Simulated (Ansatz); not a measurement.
NbCo2, in the lowest of the structures calculated here: Fd-3m, origin choice 1 (No. 227), cF24, cubic Laves (MgCu2 type); a = 6.6461 Å, b = 6.6461 Å, c = 6.6461 Å, α = 90.00°, β = 90.00°, γ = 90.00°; Nb 8a (0.000, 0.000, 0.000); Co 16d (0.625, 0.625, 0.625). Calculation: PBEsol (plane waves to 420 eV, PAW, scalar-relativistic; Ansatz, a quantum-chemistry and plane-wave program). Element references, the lowest calculated here: Nb (Im-3m), Co (P6₃/mmc, ferromagnetic).

Task: Estimate the formation energy of this Fd-3m form of NbCo2 from the elements that PBEsol returns for this input.

Result: -0.20 eV/atom.

Static energies, no anion corrections, no zero-point energy. Values are rounded to 0.01 eV/atom. The compounds carry no spin polarisation. A magnetic state may lie lower.
